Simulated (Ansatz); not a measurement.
InGa3Sb3As:
```yaml
crystal:
  lattice:
    - [4.30616, 0.00000, 0.00000]
    - [0.00000, 4.32077, 0.00000]
    - [0.00000, 0.00000, 12.23420]
  atoms:
    - { symbol: In, position: [0.00000, 0.00000, 0.98721] }
    - { symbol: As, position: [0.00000, 0.50000, 0.86234] }
    - { symbol: Ga, position: [0.50000, 0.50000, 0.75450] }
    - { symbol: Sb, position: [0.50000, 0.00000, 0.62998] }
    - { symbol: Ga, position: [0.00000, 0.00000, 0.50488] }
    - { symbol: Sb, position: [0.00000, 0.50000, 0.38011] }
    - { symbol: Ga, position: [0.50000, 0.50000, 0.25453] }
    - { symbol: Sb, position: [0.50000, 0.00000, 0.13090] }
```

Relaxed with PBEsol. Special points in fractions of this cell's reciprocal vectors: Γ (0.000, 0.000, 0.000); X (0.500, 0.000, 0.000); S (0.500, 0.500, 0.000); Y (0.000, 0.500, 0.000); Z (0.000, 0.000, 0.500); U (0.500, 0.000, 0.500); R (0.500, 0.500, 0.500); T (0.000, 0.500, 0.500).

Task: List the band energies nearest the Fermi level at these points for PBEsol (plane waves, PAW; program Ansatz).

Result: In eV from the Fermi level; about four levels below and three above (degenerate sets whole), none deeper than 8.9 eV; points with the same levels are listed once.

```
k                    below           above
-  -----------------------  --------------
Γ  -1.40 -0.37 -0.14 -0.10  0.03 0.91 1.06
X  -1.23 -1.21 -1.21 -1.16  0.25 0.41 1.95
S  -2.69 -2.68 -2.55 -2.53  0.92 1.06 1.08
Y  -1.20 -1.18 -0.57 -0.01  0.63 1.61 2.45
Z  -0.92 -0.89 -0.61 -0.37  0.79 0.85 1.25
U  -1.47 -1.23 -1.22 -1.18  1.31 1.36 1.40
R  -2.96 -2.96 -2.91 -2.83  1.81 1.87 1.99
T  -2.00 -1.19 -1.18 -0.57  0.71 1.35 1.48
```

Space group Pmm2. The start of the workflow was typed in or built on a structure type; neither database checked (COD, Materials Project) lists it. Its standing as an ambient phase is unchecked. The PBEsol relaxation kept the symmetry of its start; whether a distortion lowers the energy is not shown. The Fermi level of a semimetal is unsure by some 0.05 eV on such meshes. Spin–orbit coupling is left out wherever it is not named.

Potentials: the earlier of the program's two PAW sets. The files were generated under PBE; for other functionals the program regenerates the frozen cores, and for LDA and PBEsol the local potential too.
